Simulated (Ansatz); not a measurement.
Consider the following.

ZrB$_{2}$:
```
ZrB2
1.0
   -1.74245     1.74245     3.15313
    1.74245    -1.74245     3.15313
    1.74245     1.74245    -3.15313
Zr B
1 2
Direct
  0.00000   0.00000   0.00000
  0.37742   0.37742   0.00000
  0.62258   0.62258   0.00000
```

This is the r²SCAN-relaxed structure.

Problem. All from the program Ansatz at the r²SCAN level (PAW), unless another level is named. Give the formation energy from the elements (no fitted shifts).

Solution. 0.042 eV/atom.

Problem. And the density of states at the Fermi level?

Solution. 0.44 states/eV per atom (mean over ±0.08 eV).

Problem. And the gap with spin–orbit coupling?

Solution. none (metallic).

Space group I4/mmm (MoSi2 or CaC2 type). A made-up cell: these elements were put on the sites of a structure type; neither database checked (COD, Materials Project) lists it. It is not the phase usual at ambient conditions (space group No. 191). Symmetry was held in the r²SCAN relaxation; whether a distortion lowers the energy is not shown. No spin polarisation was allowed. The references are the lowest solids computed at this level, not always the standard phases. Spin–orbit coupling is left out wherever it is not named.

Potentials: the earlier of the program's two PAW sets.
